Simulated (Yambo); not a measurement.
Yambo input for SiO₂ (space group R32, No. 155) (a = b = c = 5.2839 Å, α = β = γ = 97.60°), on PBEsol (pw.x of Quantum ESPRESSO, ONCV potentials, no spin-orbit coupling) wavefunctions on a 4×4×4 mesh:

```
optics
chi
dipoles
kernel
FFTGvecs= 40 Ry
Chimod= "HARTREE"
NGsBlkXd= 3 Ry
% QpntsRXd
 1 | 1 |
%
% BndsRnXd
 1 | 107 |
%
GrFnTpXd= "R"
% EnRngeXd
 0.0 | 20.0 | eV
%
% DmRngeXd
 0.2 | 0.2 | eV
%
CGrdSpXd= 50
ETStpsXd= 161
% LongDrXd
 1.0 | 0.0 | 0.0 |
%
```

First lines of the file o-*.eps_q1_inv_rpa_dyson:

```
Absorption @ Q(1):   1.00000000     0.00000000     0.00000000    [q->0 direction]
#
# [ X ] Hartree size     :   87
# [GEN] GF Energies     : Perdew, Burke & Ernzerhof SOL(X)+Perdew, Burke & Ernzerhof SOL(C)
# [GEN] Green`s Function     : Retarded
#
# [GEN] Gauge     : Length
# [GEN] [r,Vnl] included     : yes
#
#    E[1] [eV]     Im(eps)     Re(eps)     Im(eps_o)     Re(eps_o)
#
     0.000000     -0.32502E-15     2.039413     0.28381E-18     2.238448
     0.125000     0.312839E-3     2.039511     0.397901E-3     2.238572
     0.250000     0.626179E-3     2.039804     0.796447E-3     2.238945
     0.375000     0.940523E-3     2.040293     0.001196     2.239567
     0.500000     0.001256     2.040978     0.001598     2.240439
     0.625000     0.001574     2.041861     0.002002     2.241562
     0.750000     0.001895     2.042944     0.002410     2.242939
     0.875000     0.002218     2.044227     0.002822     2.244572
     1.000000     0.002545     2.045713     0.003238     2.246462
     1.125000     0.002877     2.047405     0.003660     2.248615
     1.250000     0.003213     2.049305     0.004088     2.251032
     1.375000     0.003555     2.051417     0.004523     2.253719
     1.500000     0.003902     2.053743     0.004966     2.256679
     1.625000     0.004257     2.056289     0.005418     2.259919
     1.750000     0.004619     2.059058     0.005879     2.263443
     1.875000     0.004989     2.062055     0.006351     2.267259
     2.000000     0.005368     2.065287     0.006835     2.271372
     2.125000     0.005758     2.068757     0.007331     2.275791
     2.250000     0.006158     2.072474     0.007842     2.280524
     2.375000     0.006570     2.076445     0.008368     2.285580
     2.500000     0.006995     2.080676     0.008910     2.290969
     2.625000     0.007434     2.085176     0.009471     2.296702
     2.750000     0.007889     2.089955     0.010052     2.302790
     2.875000     0.008361     2.095023     0.010654     2.309248
     3.000000     0.008850     2.100390     0.011280     2.316088
     3.125000     0.009360     2.106069     0.011932     2.323326
     3.250000     0.009892     2.112072     0.012612     2.330979
     3.375000     0.010448     2.118414     0.013324     2.339065
     3.500000     0.011031     2.125110     0.014068     2.347604
     3.625000     0.011642     2.132177     0.014851     2.356618
     3.750000     0.012285     2.139634     0.015673     2.366132
     3.875000     0.012962     2.147502     0.016541     2.376171
     4.000000     0.013679     2.155804     0.017459     2.386766
```
(The file goes on to the top of the energy range.) Convergence of the RPA response with its 4×4×4 mesh was not tested.

Geometry of the Materials Project entry, not relaxed at this level.

This is not the ordinary phase of the substance; no match was found in the copy of COD used, and its stability was not checked.
